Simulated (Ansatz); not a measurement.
CaSe (rock salt, space group No. 225), LDA in the plane-wave PAW code Ansatz. The conduction-band minimum lies at X, with 3 equivalent valleys. Second derivatives d²E/dk² of the lowest band at one valley (eV·Å²), along Cartesian directions:

```json
[
 {"direction": "[100]", "d²E/dk²": "5.449"},
 {"direction": "[010]", "d²E/dk²": "29.43"},
 {"direction": "[001]", "d²E/dk²": "29.43"},
 {"direction": "[110]", "d²E/dk²": "17.45"},
 {"direction": "[101]", "d²E/dk²": "17.45"},
 {"direction": "[011]", "d²E/dk²": "29.42"}
]
```

Find the principal effective masses, the density-of-states mass and the conductivity mass.

Off-diagonal terms follow from H_xy = H[110] − (H_xx + H_yy)/2, and m*/mₑ = 7.620 eV·Å² over each eigenvalue: 0.26, 0.26, 1.4. One valley's DOS mass (m₁m₂m₃)^(1/3) = 0.45, conductivity mass 3/(Σ 1/mᵢ) = 0.36 mₑ.

What effective density of states Nc follows at 300 K for parabolic valleys?

Nc = 2.509e19 × 3 × (0.45)^(3/2) ≈ 2.3e19 cm⁻³.

With the computed static dielectric constant 11.8 (mean of the diagonal), estimate a hydrogenic donor's binding energy and radius.

E = 13.606 eV × 0.36/11.8² ≈ 35 meV; a = 0.529 Å × ε/m* ≈ 17 Å. Semilocal masses tend to be too small where the gap is.

With ε∞ = 6.02 and ω_LO = 268 cm⁻¹, what Fröhlich coupling constant follows?

α = (1/ε∞ − 1/ε0) √(m* × 13.606 eV/ħω_LO) = 0.99.

Space group Fm-3m (rock salt). Symmetry was held in the LDA relaxation; phonons on a q-mesh show no instability. Scalar-relativistic: spin–orbit coupling is off unless named, which matters more the heavier the elements.

Potentials: the later of the program's two PAW sets.
